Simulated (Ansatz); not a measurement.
Input, command and steps of an Ansatz relaxation.

```yaml
crystal:
  lattice:
    - [3.1907071027, 0.0, 0.0]
    - [-1.5953535514, 2.763233407, 0.0]
    - [0.0, 0.0, 3.4051662321]
  atoms:
    - { symbol: Nb, position: [0.0, 0.0, 0.0] }
    - { symbol: B, position: [0.3333333333, 0.6666666667, 0.5] }
    - { symbol: B, position: [0.6666666667, 0.3333333333, 0.5] }
basis:
  ecutwfc: 420
kpoints:
  mp_grid: { grid: [18, 18, 12] }
hamiltonian:
  xc: pbesol
scf:
  occupations: { method: gaussian, width: 0.1 }
output:
  forces: true
  stress: true
  eigenvalues: true
relax:
  adjacent_minimum: "off"
  f_tol: 0.01
  max_steps: 30
  cell: { stress_tol: 0.1, fix: [volume] }
```

```bash
ansatz run input.yaml --threads 1 --pin off --max-ram 2560MiB --backend cpu --events-out ev --progress --plain --runs-dir out
```

Level of theory: DFT PBEsol, scalar-relativistic, plane waves, PAW in Ansatz 0.2.0.

The volume is held at 1.1 times that of the relaxed cell.

Of 3 frames 3 are shown, positions in Å and forces in eV/Å; the SCF threshold varies from step to step. Steps run on the plane waves of an earlier cell, with a Pulay correction in the pressure. The basis is chosen afresh for the last frame, the zero of the energies, and at times for earlier ones too; energy and pressure step there, also at an unchanged geometry.

```xyz
3
Lattice="3.1907 0.0000 0.0000 -1.5954 2.7632 0.0000 0.0000 0.0000 3.4052" Properties=species:S:1:pos:R:3:forces:R:3 pbc="T T T" step=1 free_energy_over_end_meV_per_atom=0.10 pressure_GPa=-23.74
Nb    0.0000    0.0000    0.0000    0.0000    0.0000    0.0000
B     0.0000    1.8422    1.7026    0.0000    0.0000    0.0000
B     1.5954    0.9211    1.7026    0.0000    0.0000    0.0000
3
Lattice="3.1861 0.0000 0.0000 -1.5930 2.7592 0.0000 0.0000 0.0000 3.4151" Properties=species:S:1:pos:R:3:forces:R:3 pbc="T T T" step=2 free_energy_over_end_meV_per_atom=0.00 pressure_GPa=-23.66
Nb    0.0000    0.0000    0.0000    0.0000    0.0000    0.0000
B     0.0000    1.8395    1.7076    0.0000    0.0000    0.0000
B     1.5930    0.9197    1.7076    0.0000    0.0000    0.0000
3
Lattice="3.1861 0.0000 0.0000 -1.5930 2.7592 0.0000 0.0000 0.0000 3.4151" Properties=species:S:1:pos:R:3:forces:R:3 pbc="T T T" step=3 free_energy_over_end_meV_per_atom=0.00 pressure_GPa=-23.66
Nb    0.0000    0.0000    0.0000    0.0000    0.0000    0.0000
B     0.0000    1.8395    1.7076    0.0000    0.0000    0.0000
B     1.5930    0.9197    1.7076    0.0000    0.0000    0.0000
```

The run took 38 s on 1 thread of AMD EPYC (Zen 3), with other jobs on the host, peak memory 0.43 GiB.